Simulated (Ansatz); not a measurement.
Input and output of a single-point calculation on Al2BN3, ordered on the zincblende lattice (I-4m2) with 6 atoms a cell (the PAW code Ansatz, HSE06). The cell was relaxed beforehand with r2SCAN.

```yaml
crystal:
  lattice:
    - [-1.4462799754, 1.4462799754, 6.3312512779]
    - [1.4462799754, -1.4462799754, 6.3312512779]
    - [1.4462799754, 1.4462799754, -6.3312512779]
  atoms:
    - { symbol: B, position: [0.0, 0.0, 0.0] }
    - { symbol: "N", position: [0.4324122879, 0.9324122879, 0.5] }
    - { symbol: Al, position: [0.3410268273, 0.3410268273, 0.0] }
    - { symbol: "N", position: [0.75, 0.25, 0.5] }
    - { symbol: Al, position: [0.6589731727, 0.6589731727, 0.0] }
    - { symbol: "N", position: [0.0675877121, 0.5675877121, 0.5] }
kpoints:
  mp_grid: { grid: [8, 8, 8] }
  band_path:
    path:
      - [0.0, 0.0, 0.0]
      - [0.0, 0.0, 0.5]
      - [0.25, 0.25, 0.25]
      - [0.0, 0.5, 0.0]
      - [0.5, 0.5, -0.5]
      - [0.2630456479, 0.7369543521, -0.2630456479]
      - [-0.2630456479, 0.2630456479, 0.2630456479]
      - [-0.0260912959, 0.0260912959, 0.5]
      - [0.5, 0.5, -0.0260912959]
      - [-0.005208, 0.002604, -0.002604]
    npoints: 1
hamiltonian:
  xc: hse06
scf:
  occupations: { method: fixed }
  n_extra_bands: 5
output:
  forces: true
  stress: true
  eigenvalues: true
```

The output follows, shortened, with numbered blanks.
```
Pseudopotential: B, paw, valence charge 3, recommended cutoff 420 eV (normal)
Pseudopotential: N, paw, valence charge 5, recommended cutoff 420 eV (normal)
Pseudopotential: Al, paw, valence charge 3, recommended cutoff 420 eV (normal)
Functional definition: HSE06
Crystal: 6 atoms, lattice volume = 52.973 Å³
Basis set: ecut = 420 eV, 1041 PW (Γ), FFT grids on a1+a3, a2+a3, a3
Bands: 17, of which v1, the nominal top of the filled ones, is band 12 counted from 1 (11 counted from 0)
Symmetry: 8 space group operations
Space group: I-4m2 (ITA 119)
k-points: 59 of 512 (time reversal used)
[warm-up without exact exchange]
SCF 1 stopped early in 3 iterations: F = -2389.024530 eV  dr2 = 4.59e-4
[exact exchange on]
Exchange kernel: α = 0.2500, screened, ω = 0.2079 Å⁻¹, Wigner–Seitz truncation, v(0) = 1046.7561 eV·Å³, q-mesh 8×8×8
SCF 2 stopped early in 6 iterations: F = -2390.043815 eV  dr2 = 1.35e-6
hybrid outer 1: dexx = +8.647e-3 eV, tail = 1.32e-5 eV
SCF 3 converged in 4 iterations: F = -2390.043804 eV  dr2 = 1.33e-9
hybrid outer 2: dexx = +1.701e-7 eV, tail = 5.55e-9 eV, Δε = 1.76e-3 eV, ΔF = 3.99e-3 eV/Å
hybrid SCF converged: 2 outer / 10 inner (+3 warm-up)
Free energy (F): -2390.043804 eV
[1]
--- Forces (eV/Å), atoms counted from 1 ---
  atom   1  B       0.00000      0.00000      0.00000
  atom   2  N       0.00000      0.00000      0.15054
  atom   3  Al      0.00000      0.00000      0.01998
  atom   4  N       0.00000      0.00000      0.00000
  atom   5  Al      0.00000      0.00000    -0.01998
  atom   6  N       0.00000      0.00000    -0.15054
--- Stress (GPa, compression-positive) ---
       -1.829161       0.000000       0.000000
        0.000000      -1.829161       0.000000
        0.000000       0.000000      -1.365000
  P = ⅓ Tr σ = -1.6744 GPa (-16.744 kbar)
--- Band table (eV; the first three rows and the last of 59) ---
[2]
```

The rows of the band table are 0: (0, 0, 0) = Γ, 1: (0, 0, 1/8), 2: (0, 0, 1/4), 58: (-1/2, -1/2, -1/2) = M.

**Question.** What stood in the gaps? They hold the Fermi energy and the band table.

**Answer.**
```
[1]
Fermi energy:    7.432282 eV
[2]
  k-point 0: bands = […, 3.8250, 5.9432, 5.9432, 7.1888, 7.4323, 7.4323, 12.8867, 13.3413, 13.9871, 17.1642, …]
  k-point 1: bands = […, 4.1071, 5.2346, 5.5439, 6.3021, 6.7697, 7.0601, 14.1911, 14.5844, 15.0096, 18.3125, …]
  k-point 2: bands = […, 3.6368, 4.0116, 4.6130, 5.5412, 5.6581, 6.4640, 14.4882, 15.5978, 16.8192, 17.3391, …]
  k-point 58: bands = […, 4.7269, 5.5939, 6.2292, 6.2292, 7.1588, 7.1588, 11.7468, 14.5907, 15.6634, 17.2577, …]
```
The trailing digits, and the zero of the energies, depend on the potentials and thresholds.

The HSE06 gap is indirect, 4.27 eV (k = (-0.005, 0.003, -0.003) to X), below the direct gap of 4.59 eV at M. With the atoms held, the mean pressure is -1.7 GPa (compression positive). The stress of a hybrid is loosely converged here. The largest force is 0.15 eV/Å.

Run as `ansatz run input.yaml --threads 4 --pin off --max-ram 6451MiB --backend cpu --events-out ev --progress --plain --runs-dir out`.

**Question.** What wall time did it need on 4 threads of Arm Neoverse V1, on a shared host, and how much host memory at the peak?

**Answer.** About 3.4 min, with a peak of 3.9 GiB.

Values at 0 K without nuclear motion; spin polarisation is off, and the phase may be a hypothetical one.
